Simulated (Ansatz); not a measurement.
# MnV: zone-centre modes under pressure

MnV, Pm-3m, a = 2.811 Å. The structure is a COD entry; whether it is the stable form wasn't checked. Ansatz: LDA, PAW, 420 eV, Γ-centred 14×14×14 mesh on 2 atoms, Fermi-Dirac smearing 0.15 eV; no spin polarisation. Cell and atoms are relaxed at each pressure with the symmetry kept; optical modes at Γ by linear response, in cm⁻¹, the highest.

| P (GPa) | V (Å³/atom) | ω1 |
| --- | --- | --- |
| 0 | 11.107 | 256.0 |
| 2 | 11.029 | 259.7 |
| 6 | 10.880 | ? |

Q: Get the mode's Grüneisen parameter γ = −d ln ω/d ln V from the other rows and predict the missing frequency.

A: ln(V/V0) = 0.0000, -0.0070, -0.0206; a line through ln(ω/ω0) of the 2 known rows gives ω1: γ = 2.050, predicted 267.0, computed 266.9. The miss is 0.1 %, or 1 % of the shift under pressure, so a constant γ serves at that level. In a metal these frequencies hang on the mesh and smearing.

Spin polarisation was left out, and a magnetic state may lie lower. The mesh isn't the same in all rows (14×14×14, 16×16×16).